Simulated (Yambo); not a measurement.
Yambo run on LiTaS₂ (space group P6_3/mmc, No. 194). The wavefunctions come from this Quantum ESPRESSO step (PBEsol, PseudoDojo standard norm-conserving files, scalar-relativistic):

```
&CONTROL
  calculation = 'nscf'
  pseudo_dir = './pseudo'
  outdir = './out'
/
&SYSTEM
  ibrav = 0
  nat = 8
  ntyp = 3
  ecutwfc = 74.0
  ecutrho = 296.0
  occupations = 'fixed'
  force_symmorphic = .true.
  nbnd = 187
/
&ELECTRONS
  conv_thr = 8e-09
  diago_full_acc = .true.
  diago_thr_init = 1e-08
/
ATOMIC_SPECIES
Li 6.9400 Li.upf
S 32.0600 S.upf
Ta 180.9479 Ta.upf
CELL_PARAMETERS angstrom
  3.348609858000   0.000000000000   0.000000000000
 -1.674304929000   2.899981205000   0.000000000000
  0.000000000000   0.000000000000  12.888060000000
ATOMIC_POSITIONS crystal
Li   0.000000000000   0.000000000000   0.500000000000
Li   0.000000000000   0.000000000000   0.000000000000
S   0.666666667000   0.333333333000   0.627880000000
S   0.333333333000   0.666666667000   0.372120000000
S   0.333333333000   0.666666667000   0.127880000000
S   0.666666667000   0.333333333000   0.872120000000
Ta   0.000000000000   0.000000000000   0.750000000000
Ta   0.000000000000   0.000000000000   0.250000000000
K_POINTS automatic
6 6 1 0 0 0
```

Yambo input:

```
rim_cut
gw0
dyson
el_el_corr
HF_and_locXC
ppa
em1d
RandQpts= 1000000
RandGvec= 1 Ry
EXXRLvcs= 74 Ry
VXCRLvcs= 296 Ry
Chimod= "HARTREE"
% BndsRnXp
 5 | 185 |
%
NGsBlkXp= 7 Ry
% LongDrXp
 1.0 | 1.0 | 1.0 |
%
PPAPntXp= 27.2114 eV
% GbndRnge
 1 | 185 |
%
GTermKind= "BG"
DysSolver= "n"
ExtendOut
% QPkrange
 1 | 1 | 28 | 29 |
 4 | 4 | 28 | 29 |
 5 | 5 | 28 | 29 |
 7 | 7 | 28 | 29 |
%
```

k points by index: 1 = Γ, 4 = M, 5 = (0.167, 0.167, 0), 7 = K.

Table of the .qp output:

```
#    K-point    Band    Eo [eV]    E [eV]    E-Eo [eV]    Vxc [eV]    Vnlxc [eV]    Sc|Eo [eV]    Sc|E [eV]    dSc/dw|Eo [eV]    Re(Z)    Im(Z)
#
    1    28    0.000000    0.087075    0.087075    -14.50779    -14.12377    -0.274208    -0.296947    -7.107644    0.792893    -0.001305
    1    29    1.717754    2.071333    0.353579    -14.29133    -9.929603    -3.913269    -4.008145    -7.300001    0.788474    -0.001091
    4    28    -1.494700    -1.632091    -0.137391    -13.08835    -14.17816    0.916705    0.952419    -7.070107    0.793761    -0.001440
    4    29    2.311819    2.689300    0.377481    -11.85483    -7.131594    -4.253619    -4.345751    -6.638937    0.803870    -0.001627
    5    28    -1.318324    -1.309169    0.009155    -13.88942    -14.44173    0.563875    0.561464    -7.206474    0.790615    -0.001463
    5    29    0.704474    1.100593    0.396119    -13.15529    -8.931517    -3.728454    -3.827656    -6.813099    0.799757    -0.001282
    7    28    -0.458201    -0.445199    0.013002    -13.75166    -13.70345    -0.031856    -0.035211    -7.036685    0.794536    -0.001311
    7    29    1.277817    1.818362    0.540545    -14.74803    -10.35449    -3.713618    -3.852992    -7.014854    0.795042    -0.001439
```
(The two width columns are left out.) Convergence of these settings isn't established.

Spin-orbit coupling is not included.

Geometry of the Materials Project entry, not relaxed at this level.

The structure is a Materials Project entry; no match was found in the copy of COD used, and its stability was not checked.
